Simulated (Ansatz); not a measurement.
Ag3Au (Cu3Au type, Pm-3m) at seven volumes, plane-wave PAW LDA (Ansatz code), scaled uniformly. One row is withheld.

```json
[
 {"V (Å³/atom)": "14.671", "P (GPa)": "18.63"},
 {"V (Å³/atom)": "15.155", "P (GPa)": "11.15"},
 {"V (Å³/atom)": "15.639", "P (GPa)": "5.02"},
 {"V (Å³/atom)": "16.122", "P (GPa)": "0.00"},
 {"V (Å³/atom)": "16.606", "P (GPa)": "?"},
 {"V (Å³/atom)": "17.090", "P (GPa)": "-7.48"},
 {"V (Å³/atom)": "17.573", "P (GPa)": "-10.23"}
]
```

Q: Fit the shown pressures and predict the withheld one.

A: Third-order Birch–Murnaghan: P = (3/2)B₀(x^(7/2) − x^(5/2))[1 + (3/4)(B′ − 4)(x − 1)] with x = (V₀/V)^(2/3). Least squares on the six rows gives V₀ = 16.122 Å³/atom, B₀ = 151.4 GPa, B′ = 5.64. At V = 16.606, x = 0.9805 and P = -4.12 GPa. The run itself gave -4.11 GPa.

The workflow started from a Materials Project entry (that database holds measured and hypothetical structures alike); the Crystallography Open Database copy checked does not list it. Whether it is the stable phase at ambient conditions was not checked. Symmetry was held in the LDA relaxation; whether a distortion lowers the energy is not shown. No spin polarisation was allowed. Scalar-relativistic: spin–orbit coupling is off unless named, which matters more the heavier the elements.

Potentials: the later of the program's two PAW sets.
